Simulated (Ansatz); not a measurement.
Input:

Ta2O5:
```
CELL_PARAMETERS angstrom
      3.66567     0.00000     0.00000
      0.00000     6.45647     0.00000
      0.00000     0.00000     7.71480
ATOMIC_POSITIONS crystal
  O  0.99932 0.67966 0.50000
  O  0.00068 0.32034 0.50000
  O  0.00068 0.67966 0.00000
  O  0.99932 0.32034 0.00000
  O  0.50000 0.50000 0.75000
  O  0.50000 0.50000 0.25000
  Ta 0.50000 0.50000 0.50000
  Ta 0.50000 0.50000 0.00000
  O  0.50000 0.00000 0.50000
  O  0.50000 0.00000 0.00000
  Ta 0.00000 0.00000 0.50000
  Ta 0.00000 0.00000 0.00000
  O  0.00000 0.00000 0.75000
  O  0.00000 0.00000 0.25000
```

This is the r²SCAN-relaxed structure. Tensor components refer to the Cartesian frame of this cell.

Task: All from DFT-r²SCAN in the program Ansatz with PAW potentials, unless another level is named. Give the gap with spin–orbit coupling.

Result: 0.56 eV.

Task: What about the HSE06 gap on the r²SCAN cell?

Result: 1.57 eV.

Task: Next, the electron effective mass with spin–orbit coupling?

Result: 0.32, 1.0, 3.8 mₑ (principal values).

Task: Predict the band gap.

Result: 0.64 eV (smallest direct gap 0.64 eV).

Task: What about the conduction-band minimum?

Result: at X (k = 0.500, 0.000, 0.000).

Space group Pmmm. The workflow started from an entry of the Crystallography Open Database (COD); the relaxed space group is not among those it files for this formula. COD files the formula under space group No. 49, so this cell is another polymorph or a model. Its standing as an ambient phase is unchecked. The cell was relaxed with r²SCAN under the symmetry of its start; whether a distortion lowers the energy is not shown. No spin polarisation was allowed. Scalar-relativistic: spin–orbit coupling is off unless named, which matters more the heavier the elements.

Potentials: the later of the program's two PAW sets.
